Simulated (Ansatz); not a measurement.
The cell below belongs to a search over invented structures; it isn't taken from experiment.

Input and command of a plane-wave DFT calculation in Ansatz:

```yaml
crystal:
  lattice:
    - [2.51804585, -3.99855378, 0.0]
    - [2.51804585, 3.99855378, 0.0]
    - [0.0, 0.0, 4.43075411]
  atoms:
    - { symbol: Te, position: [0.5, 0.5, 0.5] }
    - { symbol: O, position: [0.65044951, 0.88104177, 0.5] }
    - { symbol: O, position: [0.34955049, 0.11895823, 0.5] }
    - { symbol: O, position: [0.11895823, 0.34955049, 0.5] }
    - { symbol: O, position: [0.88104177, 0.65044951, 0.5] }
    - { symbol: O, position: [0.5, 0.5, 0.0] }
basis:
  ecutwfc: 420
kpoints:
  mp_grid: { grid: [4, 4, 4] }
hamiltonian:
  xc: pbe
scf:
  occupations: { method: gaussian, width: 0.2 }
  lower_state_search: "off"
output:
  forces: true
  stress: true
  eigenvalues: true
relax:
  adjacent_minimum: "off"
  f_tol: 0.08
  max_steps: 16
  cell: { stress_tol: 0.8 }
```

```bash
ansatz run input.yaml --threads 1 --pin off --max-ram 2560MiB --backend cpu --events-out ev --progress --plain --runs-dir out
```

Processor: AMD EPYC 7R43 64-Core Processor (Zen 3), 1 thread, on a host shared with other jobs.

Task: How long does it run, and how much memory does it take?

Result: About 81 s, peak memory 0.42 GiB. It solves 29 bands at 21 k points (after reduction by symmetry) with about 1871 plane waves (on the last cell), in 99 SCF iterations over 15 ionic steps.
